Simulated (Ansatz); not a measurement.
HfSiSe (space group P4/nmm)

```
HfSiSe
1.0
    7.10378     0.00000     0.00000
    0.00000     3.55189     0.00000
    0.00000     0.00000     8.17422
Hf Si Se
4 4 4
Direct
  0.00000   0.50000   0.74369
  0.50000   0.50000   0.74369
  0.25000   0.00000   0.25631
  0.75000   0.00000   0.25631
  0.00000   0.00000   0.00000
  0.50000   0.00000   0.00000
  0.25000   0.50000   0.00000
  0.75000   0.50000   0.00000
  0.25000   0.00000   0.62057
  0.75000   0.00000   0.62057
  0.00000   0.50000   0.37943
  0.50000   0.50000   0.37943
```

A phonon eigenvector at X = (0.5, 0.0, 0.0) is frozen into this cell: atom i moves by Q times the vector below, so Q is the largest atomic displacement, in Å. The cell is held. It is one choice among 2 degenerate patterns. (q is in reciprocal vectors of the primitive cell; the cell shown is doubled to hold the pattern.)

```json
[
 {"atom": "Hf1", "x": "0.000", "y": "0.057", "z": "0.000"},
 {"atom": "Hf2", "x": "0.000", "y": "-0.057", "z": "0.000"},
 {"atom": "Hf3", "x": "0.000", "y": "-0.019", "z": "0.000"},
 {"atom": "Hf4", "x": "0.000", "y": "0.019", "z": "0.000"},
 {"atom": "Si5", "x": "0.000", "y": "-1.000", "z": "0.000"},
 {"atom": "Si6", "x": "0.000", "y": "1.000", "z": "0.000"},
 {"atom": "Si7", "x": "0.000", "y": "0.333", "z": "0.000"},
 {"atom": "Si8", "x": "0.000", "y": "-0.333", "z": "0.000"},
 {"atom": "Se9", "x": "0.000", "y": "-0.010", "z": "0.000"},
 {"atom": "Se10", "x": "0.000", "y": "0.010", "z": "0.000"},
 {"atom": "Se11", "x": "0.000", "y": "0.031", "z": "0.000"},
 {"atom": "Se12", "x": "0.000", "y": "-0.031", "z": "0.000"}
]
```

The numbers are results of LDA (plane waves to 420 eV, PAW, scalar-relativistic; Ansatz, an electronic-structure program), not measurements. k mesh 7×13×6 (Γ-centred), Fermi-Dirac smearing 0.05 eV. Energies are smeared free energies. With partly filled bands, energies and forces of such displacements shift with the k mesh and the smearing. HfSiSe is run without spin polarisation. HfSiSe was relaxed with its symmetry unable to fall. Spin-orbit coupling is left out, though Hf is heavy. The zero of ΔE is the undisplaced structure. The last digit holds for this mesh only.

| Q (Å) | ΔE (meV/cell) |
|---|---|
| -0.1000 | 108.2 |
| -0.0833 | 75.1 |
| -0.0667 | withheld |
| -0.0500 | 27.0 |
| -0.0333 | 12.0 |
| -0.0167 | 3.0 |
| 0.0000 | 0.0 |
| 0.0167 | 3.0 |
| 0.0333 | 12.0 |
| 0.0500 | 27.0 |
| 0.0667 | withheld |
| 0.0833 | 75.1 |
| 0.1000 | 108.2 |

Fit an even polynomial form (powers 2, 4) to the given rows and predict ΔE at Q = 0.0667.

Least squares on the 11 given rows: ΔE = (10810)·Q² + (854.2)·Q⁴, in meV/cell with Q in Å; root-mean-square residual 0.03 meV/cell. At 0.0667 the fit gives 48.1 meV/cell; the calculation gives 48.0 meV/cell, so the interpolation is off by 0.1 (+0.2 %). The quadratic term alone would give 48.1 meV/cell.

(For displaced atoms, the force is minus the slope of the energy, and its curvature is a force constant, which sets phonon frequencies.)
